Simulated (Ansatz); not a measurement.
Relaxed-ion elastic tensor of MgO (rock salt, Fm-3m) in GPa (Voigt order), DFT-LDA in the program Ansatz with PAW potentials; density 3.72 g/cm³, 8.99 Å³ per atom.

```csv
,1,2,3,4,5,6
1,326,95.6,95.6,0.0,0.0,0.0
2,95.6,326,95.6,0.0,0.0,0.0
3,95.6,95.6,326,0.0,0.0,0.0
4,0.0,0.0,0.0,153,0.0,0.0
5,0.0,0.0,0.0,0.0,153,0.0
6,0.0,0.0,0.0,0.0,0.0,153
```

**Question.** Is the crystal mechanically stable?

**Answer.** Yes: the smallest eigenvalue of C is 153 GPa.

**Question.** Work out the Voigt, Reuss and Hill averages.

**Answer.** K_V = 172, K_R = 172, K_H = 172; G_V = 138, G_R = 135, G_H = 136 GPa.

**Question.** Give Young's modulus, Poisson's ratio, Pugh's ratio and the universal anisotropy index.

**Answer.** E = 9KG/(3K + G) = 324 GPa; ν = 0.19; K/G = 1.26 (brittle by the Pugh limit of 1.75); A_U = 5G_V/G_R + K_V/K_R − 6 = 0.10.

**Question.** Estimate the sound speeds and the Debye temperature.

**Answer.** v_l = √((K + 4G/3)/ρ) = 9760 m/s, v_t = √(G/ρ) = 6060 m/s, mean 6680 m/s; Θ = (h/k)(3n/4πV)^(1/3) v_m = 956 K.

**Question.** Give the Zener ratio and Young's modulus along [100], [110] and [111].

**Answer.** A = 2C44/(C11 − C12) = 1.33; 1/E = S11 − 2(S11 − S12 − S44/2)Γ with Γ = 0, 1/4, 1/3 gives 282, 333, 354 GPa.

**Question.** Solve the Christoffel equation for the three sound speeds along [100], [110], [111].

**Answer.** Eigenvalues of C_ijkl n_j n_l equal ρv². In km/s, slowest first: [100] 6.41, 6.41, 9.35; [110] 5.56, 6.41, 9.89; [111] 5.86, 5.86, 10.06.

The cell was relaxed with LDA under the symmetry of its start; phonons on a q-mesh show no instability.

Potentials: the later of the program's two PAW sets.
